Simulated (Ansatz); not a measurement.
ZnS:
```
ZnS
1.0
    0.00000     2.67820     2.67820
    2.67820     0.00000     2.67820
    2.67820     2.67820     0.00000
Zn S
1 1
Direct
  0.00000   0.00000   0.00000
  0.75000   0.75000   0.75000
```

Cartesian axes are those of the cell as given.

Task: Give the proper piezoelectric stress tensor with relaxed ions from DFT-PBEsol in the program Ansatz with PAW potentials.

Result: In C/m², rows x, y, z, Voigt columns; mesh uncertainty up to 0.00.
```
 0.00   0.00   0.00  -0.13   0.00   0.00
 0.00   0.00   0.00   0.00  -0.13   0.00
 0.00   0.00   0.00   0.00   0.00  -0.13
```

The elastic tensor of the same run (GPa):

```
 107  64.9  64.9   0.0   0.0   0.0
64.9   107  64.9   0.0   0.0   0.0
64.9  64.9   107   0.0   0.0   0.0
 0.0   0.0   0.0  48.5   0.0   0.0
 0.0   0.0   0.0   0.0  48.5   0.0
 0.0   0.0   0.0   0.0   0.0  48.5
```

Task: Convert to strain constants d = e·S.

Result: In pC/N:
```
 0.0   0.0   0.0  -2.8   0.0   0.0
 0.0   0.0   0.0   0.0  -2.8   0.0
 0.0   0.0   0.0   0.0   0.0  -2.8
```

Space group F-43m (zinc blende). Symmetry was held in the PBEsol relaxation.

Potentials: the earlier of the program's two PAW sets.
